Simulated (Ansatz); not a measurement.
Structure: AlB3P4, ordered on the zincblende lattice (Amm2) with 8 atoms a cell, at its r2SCAN minimum. It is orthorhombic, Amm2 (No. 38); conventional cell a = 3.358 Å, b = 6.819 Å, c = 9.713 Å, 13.90 Å³ an atom. B has 4 P at 2.03–2.08 Å; B has 4 P at 1.96–2.13 Å; Al has 4 P at 2.21–2.24 Å; P has 4 B at 2.08–2.13 Å; P has 3 B at 2.02–2.03 Å and 1 Al at 2.24 Å; P has 2 B at 1.96 Å and 2 Al at 2.21 Å.

```cif
data_structure
_symmetry_space_group_name_H-M 'Amm2'
_symmetry_Int_Tables_number 38
_cell_length_a 3.3576
_cell_length_b 6.8189
_cell_length_c 9.7133
_cell_angle_alpha 90.000
_cell_angle_beta 90.000
_cell_angle_gamma 90.000
_cell_volume 222.39
loop_
_atom_site_label
_atom_site_type_symbol
_atom_site_symmetry_multiplicity
_atom_site_Wyckoff_symbol
_atom_site_fract_x
_atom_site_fract_y
_atom_site_fract_z
_atom_site_occupancy
B1 B 2 a 0.00000 0.50000 0.49723 1
B2 B 4 e 0.50000 0.74572 0.25085 1
Al1 Al 2 a 0.00000 0.50000 0.99834 1
P1 P 2 b 0.50000 0.50000 0.62349 1
P2 P 4 d 0.00000 0.23093 0.86613 1
P3 P 2 b 0.50000 0.50000 0.14700 1
```

The questions ask for values computed with the PAW code Ansatz on this geometry. Values at 0 K without nuclear motion; spin polarisation is off, and the phase may be a hypothetical one.

Q: What gap does r2SCAN give, and where are the band edges?

A: With r2SCAN the valence top lies at Γ and the conduction bottom at k = (0.424, 0.417, -0.417), 0.68 eV higher; the smallest vertical gap, at Γ, is 0.86 eV.

Q: Estimate the gap with HSE06 on 4×4×4.

A: With HSE06 the valence top lies at Γ and the conduction bottom at k = (0.424, 0.417, -0.417), 1.18 eV higher; the smallest vertical gap, at Γ, is 1.35 eV. The gap differs by +0.50 eV from r2SCAN's.

Q: Estimate the gap with PBE0 on 4×4×4.

A: The PBE0 gap is indirect, 1.87 eV (Γ to k = (0.424, 0.417, -0.417)), below the direct gap of 2.05 eV at Γ. The gap differs by +1.19 eV from r2SCAN's.

Q: Roughly how does the cost of the PBE0 run (4×4×4) compare with r2SCAN's (8×6×6)?

A: About 5 times as much (5 core-minutes against 70 core-seconds, on 4 threads of Arm Neoverse V1, with other jobs on the host).

Q: What do these levels agree on?

A: Among these functionals the gap stays indirect.

Where an edge lies off the special points, it is a point of the mesh or the k point where a search put PBE's edge or least direct gap, reused for the other functionals, whose own edges may lie a little apart.

Coordinates of k points refer to the reciprocal vectors of the primitive cell of the runs.

The meshes of the hybrids are coarse, so their gaps aren't converged to the digits shown.

PBE's own run along the path (0.48 eV) came before the search for the edges and missed one, so it isn't listed.
